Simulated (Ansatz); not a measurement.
An ordered 8-atom cell of AlB3P4 on the zincblende lattice, 8 atoms and 32 valence electrons in a cell of about 110 Å³, was run 5 times in the PAW code Ansatz, each time on 4 threads of Arm Neoverse V2, on a shared host.

```json
{"run": "relaxation, r2SCAN", "k mesh": "8×8×4", "irreducible k": "78", "cutoff (eV)": "500", "plane waves": "2811", "bands": "24", "SCF iterations": "21", "wall time": "?", "peak host memory (GiB)": "?"}
{"run": "bands, PBE", "k mesh": "8×8×4", "irreducible k": "78", "cutoff (eV)": "420", "plane waves": "2153", "bands": "22", "SCF iterations": "6", "wall time": "9.1 s", "peak host memory (GiB)": "0.48"}
{"run": "single point, r2SCAN", "k mesh": "8×8×4", "irreducible k": "78", "cutoff (eV)": "500", "plane waves": "2811", "bands": "22", "SCF iterations": "6", "wall time": "13 s", "peak host memory (GiB)": "0.78"}
{"run": "single point, HSE06", "k mesh": "4×4×4", "irreducible k": "24", "cutoff (eV)": "420", "plane waves": "2153", "bands": "22", "SCF iterations": "16", "wall time": "?", "peak host memory (GiB)": "?"}
{"run": "single point, PBE0", "k mesh": "4×4×4", "irreducible k": "24", "cutoff (eV)": "420", "plane waves": "2153", "bands": "22", "SCF iterations": "18", "wall time": "100 s", "peak host memory (GiB)": "2.1"}
```

**Question.** What time and memory did the runs marked ? need?

**Answer.**
```csv
run,wall time,peak host memory (GiB)
"single point, HSE06",100 s,2.1
"relaxation, r2SCAN",47 s,0.83
```
